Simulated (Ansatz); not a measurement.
CsPbBr3: vacancy hop by nudged elastic band (Ansatz)

Run with:

```bash
ansatz run input.yaml --threads 4 --pin off --max-ram 8192MiB --backend cpu --events-out ev --progress --plain --runs-dir out
```

The input file (Ansatz 0.2.0, plane waves):

```yaml
crystal:
  lattice:
    - [5.649356, 0.0, 0.0]
    - [0.0, 5.649356, 0.0]
    - [0.0, 0.0, 11.298712]
  atoms:
    - { symbol: Pb, position: [0.50137185, 0.50449282, 0.24972466] }
    - { symbol: Cs, position: [0.00069028, -0.00357125, -0.00060808] }
    - { symbol: Br, position: [-0.00116273, 0.50349867, 0.24814701] }
    - { symbol: Br, position: [0.49902524, 0.00181839, 0.24870656] }
    - { symbol: Br, position: [0.50344984, 0.49962573, 0.00149628] }
    - { symbol: Pb, position: [0.49849385, 0.49721922, 0.74847744] }
    - { symbol: Cs, position: [0.00254813, 0.00548114, 0.5018185] }
    - { symbol: Br, position: [0.0038078, 0.50460255, 0.75031656] }
    - { symbol: Br, position: [0.49870252, 0.50025187, 0.49812581] }
kpoints:
  mp_grid: { grid: [3, 3, 2] }
magnetization:
  spin_polarized: false
scf:
  occupations: { method: fermi_dirac, width: 0.05 }
hamiltonian:
  pseudopotentials: { kind: paw }
  xc: pbesol
basis:
  ecutwfc: 420
neb:
  images: 3
  relax_end_points: true
  climbing: true
  f_tol: 0.05
  max_iterations: 40
  order_check: false
  final_atoms:
    - { symbol: Pb, position: [0.50137185, 0.50449282, 0.24972466] }
    - { symbol: Cs, position: [0.00069028, -0.00357125, -0.00060808] }
    - { symbol: Br, position: [-0.00116273, 0.50349867, 0.24814701] }
    - { symbol: Br, position: [0.49902524, 0.00181839, 0.24870656] }
    - { symbol: Br, position: [0.50344984, 0.49962573, 0.00149628] }
    - { symbol: Pb, position: [0.49849385, 0.49721922, 0.74847744] }
    - { symbol: Cs, position: [0.00254813, 0.00548114, 0.5018185] }
    - { symbol: Br, position: [0.0038078, 0.50460255, 0.75031656] }
    - { symbol: Br, position: [0.5011826, 0.9993585, 0.75171686] }
```

Origin of the cell: a database entry, scaled a little.

The cell is 1×1×2 cells of CsPbBr3 with one Br taken out; atom 9 (Br) hops into the empty site, 4.02 Å away before the end points are relaxed. All atoms were shaken by about 0.02 Å first.

Output (shortened):

```
Warning: neb: disabling space-group detection — the band's intermediate images generally break the endpoint symmetry, so no spatial operation reduces the k-mesh or symmetrises the density, ex […]
Pseudopotentials: kind: paw
Pseudopotential: Pb, paw, valence charge 14, recommended cutoff 420 eV (normal), Pb.paw.azcp
Pseudopotential: Cs, paw, valence charge 9, recommended cutoff 420 eV (normal), Cs.paw.azcp
Pseudopotential: Br, paw, valence charge 7, recommended cutoff 420 eV (normal), Br.paw.azcp
Functional definition: PBEsol
  exchange = pbesol_x
  correlation = pbesol_c
parallel-image band execution: 3 concurrent image workers
NEB image 0
Crystal: 9 atoms, lattice volume = 360.601 Å³
Basis set: ecut = 420 eV, 7089 PW (Γ), exchange–correlation on 80×80×160 points (8 copies of the dense FFT grid, shifted against one another)
Bands: 50, of which v1, the nominal top of the filled ones, is band 41 counted from 1 (40 counted from 0)
Symmetry: 1 space group operations
[… 10 lines left out …]
Initial density: superposition of atomic densities (neutral atoms: chi_scale 0, normalization atom), corrected by the library's trained network
Functional: x = pbesol(κ = 0.804, μ = 0.123457), c = pbesol(β = 0.046)
SCF iter   1: F=—  HF=-48373.696933 eV  Δρ=2.58e-3  dr2=4.03e-2  defer=4
SCF iter   2: F=—  HF=-48373.705016 eV  Δρ=2.26e-3  dr2=3.44e-2  defer=32
SCF iter   3: F=—  HF=-48373.692966 eV  Δρ=4.45e-4  dr2=1.25e-3  defer=32
[… 3 lines left out …]
SCF iter   7: F=—  HF=-48373.692753 eV  Δρ=1.34e-5  dr2=1.15e-6  defer=32
SCF iter   8: F=—  HF=-48373.692753 eV  Δρ=4.74e-6  dr2=1.80e-7  defer=32
SCF iter   9: F=-48373.692753 eV  HF=-48373.692753 eV  Δρ=2.34e-6  dr2=4.67e-8
NEB iter   1: max|band force component| = 8.026e0 eV/Å  barrier→ = 2.1277 eV  barrier← = 2.3340 eV  Δτ_max = 0.2000 Å  (52 SCF iters)
NEB iter   2: max|band force component| = 1.724e0 eV/Å  barrier→ = 0.4872 eV  barrier← = 0.6935 eV  Δτ_max = 0.1587 Å  (30 SCF iters)
NEB iter   3: max|band force component| = 1.002e0 eV/Å  barrier→ = 0.2605 eV  barrier← = 0.4668 eV  Δτ_max = 0.2000 Å  (28 SCF iters)
NEB iter   4: max|band force component| = 3.514e-1 eV/Å  barrier→ = 0.1204 eV  barrier← = 0.3267 eV  CI = image 1  Δτ_max = 0.2000 Å  (28 SCF iters)
NEB iter   5: max|band force component| = 1.745e-1 eV/Å  barrier→ = 0.1437 eV  barrier← = 0.3500 eV  CI = image 1  Δτ_max = 0.2000 Å  (28 SCF iters)
NEB iter   6: max|band force component| = 1.738e-1 eV/Å  barrier→ = 0.1536 eV  barrier← = 0.3600 eV  CI = image 1  Δτ_max = 0.1006 Å  (25 SCF iters)
NEB iter   7: max|band force component| = 1.135e-1 eV/Å  barrier→ = 0.1562 eV  barrier← = 0.3626 eV  CI = image 1  Δτ_max = 0.0338 Å  (24 SCF iters)
NEB iter   8: max|band force component| = 4.413e-2 eV/Å  barrier→ = 0.1533 eV  barrier← = 0.3596 eV  CI = image 1  Δτ_max = 0.0998 Å  (21 SCF iters)
NEB iter   9: max|band force component| = 7.380e-2 eV/Å  barrier→ = 0.1502 eV  barrier← = 0.3565 eV  CI = image 1  Δτ_max = 0.0787 Å  (8 SCF iters)
NEB iter  10: max|band force component| = 2.334e-2 eV/Å  barrier→ = 0.1473 eV  barrier← = 0.3537 eV  CI = image 1  Δτ_max = 0.0794 Å  (21 SCF iters)
[… 2 lines left out …]
NEB iter  13: max|band force component| = 6.401e-2 eV/Å  barrier→ = 0.1442 eV  barrier← = 0.3505 eV  CI = image 1  Δτ_max = 0.0501 Å  (24 SCF iters)
NEB iter  14: max|band force component| = 6.165e-2 eV/Å  barrier→ = 0.1438 eV  barrier← = 0.3501 eV  CI = image 1  Δτ_max = 0.0503 Å  (23 SCF iters)
NEB iter  15: max|band force component| = 8.956e-2 eV/Å  barrier→ = 0.1434 eV  barrier← = 0.3497 eV  CI = image 1  Δτ_max = 0.0502 Å  (23 SCF iters)
NEB iter  16: max|band force component| = 1.169e-1 eV/Å  barrier→ = 0.1428 eV  barrier← = 0.3492 eV  CI = image 1  Δτ_max = 0.0971 Å  (23 SCF iters)
NEB iter  17: max|band force component| = 1.252e-1 eV/Å  barrier→ = 0.1417 eV  barrier← = 0.3480 eV  CI = image 1  Δτ_max = 0.0497 Å  (23 SCF iters)
NEB iter  18: max|band force component| = 3.932e-2 eV/Å  barrier→ = 0.1393 eV  barrier← = 0.3456 eV  CI = image 1  Δτ_max = 0.0664 Å  (22 SCF iters)
NEB iter  19: max|band force component| = 6.032e-2 eV/Å  barrier→ = 0.1352 eV  barrier← = 0.3415 eV  CI = image 1  Δτ_max = 0.0695 Å  (8 SCF iters)
NEB iter  20: max|band force component| = 1.786e-2 eV/Å  barrier→ = 0.1320 eV  barrier← = 0.3383 eV  CI = image 1  Δτ_max = 0.0727 Å  (23 SCF iters)
NEB iter  21: max|band force component| = 1.777e-1 eV/Å  barrier→ = 0.1291 eV  barrier← = 0.3355 eV  CI = image 1  Δτ_max = 0.0526 Å  (8 SCF iters)
NEB iter  22: max|band force component| = 1.898e-2 eV/Å  barrier→ = 0.1282 eV  barrier← = 0.3345 eV  CI = image 1  Δτ_max = 0.0000 Å  (22 SCF iters)
--- NEB band (5 images, 22 band iterations, 495 SCF iterations, 185 more in tests of the images' electronic states and relaxations of end points) ---
  forward barrier  = 0.128152 eV
  backward barrier = 0.334477 eV
  lagrangian_above_aufbau_ev (what the smearing adds, to first order; not taken off the barriers): saddle image -0.024573 eV, end points -0.019026 and -0.028302 eV
  climbing image's point = of an order that was not read
  energies are F+E_penalty+E_count in eV, relative to image 0
  image     s (Å)  Δ vs image 0  max|band force component| (eV/Å)
      0    0.0000      0.000000                                 —
  *   1    1.6012      0.128152                          1.610e-2
      2    2.8369     -0.080522                          1.290e-2
      3    4.0726     -0.110597                          1.898e-2
      4    5.3086     -0.206325                                 —
```

The converged band:

```tsv
image	path over all atoms (Å)	ΔF (eV)	Br x	y	z (Å)
0	0.00	0.000	2.83	3.23	5.75
1	1.60	0.128	2.83	4.15	6.36
2	2.84	-0.081	2.83	5.00	7.16
3	4.07	-0.111	2.83	5.49	7.68
4	5.31	-0.206	2.83	5.66	8.19
```

Relaxed start, forces in eV/Å:

```xyz
9
Lattice="5.649 0.000 0.000 0.000 5.649 0.000 0.000 0.000 11.299" Properties=species:S:1:pos:R:3:forces:R:3 pbc="T T T" image=0
Pb    2.829    2.874    2.820    0.000    0.001    0.000
Cs    0.005   -0.013    0.043   -0.001    0.000    0.000
Br    0.005    2.823    2.818    0.000   -0.001    0.001
Br    2.830    0.054    2.821    0.000   -0.001    0.000
Br    2.829    3.227   -0.112    0.000    0.001    0.003
Pb    2.829    2.180    8.469   -0.001   -0.001    0.000
Cs    0.004   -0.020    5.600    0.000    0.002   -0.001
Br    0.004    2.671    8.468    0.001   -0.001    0.000
Br    2.829    3.227    5.752    0.000    0.000   -0.004
```

Highest image (1), forces in eV/Å:

```xyz
9
Lattice="5.649 0.000 0.000 0.000 5.649 0.000 0.000 0.000 11.299" Properties=species:S:1:pos:R:3:forces:R:3 pbc="T T T" image=1
Pb    2.829    3.032    3.141    0.000    0.008   -0.010
Cs    0.005    0.080    0.322    0.000   -0.010   -0.003
Br    0.005    3.013    2.829    0.000    0.003    0.000
Br    2.829    0.200    2.673    0.000   -0.001    0.012
Br    2.829    3.069    0.002    0.000    0.012   -0.001
Pb    2.829    2.197    8.449    0.000    0.002    0.003
Cs    0.005    0.254    5.198    0.000   -0.001   -0.001
Br    0.005    1.733    8.416    0.000   -0.002    0.006
Br    2.829    4.150    6.364    0.000   -0.012   -0.006
```

Relaxed end, forces in eV/Å:

```xyz
9
Lattice="5.649 0.000 0.000 0.000 5.649 0.000 0.000 0.000 11.299" Properties=species:S:1:pos:R:3:forces:R:3 pbc="T T T" image=4
Pb    2.831    2.834    3.045    0.000   -0.001    0.000
Cs    0.005    0.001   -0.525    0.000    0.001    0.003
Br    0.006    2.833    3.567    0.000    0.000    0.000
Br    2.831    0.009    3.567    0.000    0.000    0.000
Br    2.831    2.836    0.133    0.000    0.000    0.000
Pb    2.830    2.833    7.594    0.000    0.000    0.004
Cs    0.006    0.008    5.782    0.000    0.000    0.001
Br    0.006    2.832    8.190    0.000    0.000   -0.004
Br    2.831    5.657    8.190    0.000    0.000   -0.004
```

Barrier of this path: 0.13 eV forwards, 0.33 eV backwards, after 22 band iterations.

Caveats: no moments, though an odd count or open d shells may carry them; no spin-orbit coupling, though heavy elements are present; the k mesh is coarse if the cell is a metal; a small cell with a neutral vacancy and no spin, whose shape can make like sites unlike; the cell is held at a rescaled volume, and strain moves barriers; the hop was drawn among near neighbours and need not be the easiest path; few images and a loose tolerance, and neither the top nor the ends were tested for their order; another atom moves far along the path.

Time: 8.3 min on 4 threads of Arm Neoverse V1, on a shared host, peak memory 1.3 GiB, from the program's own first density.
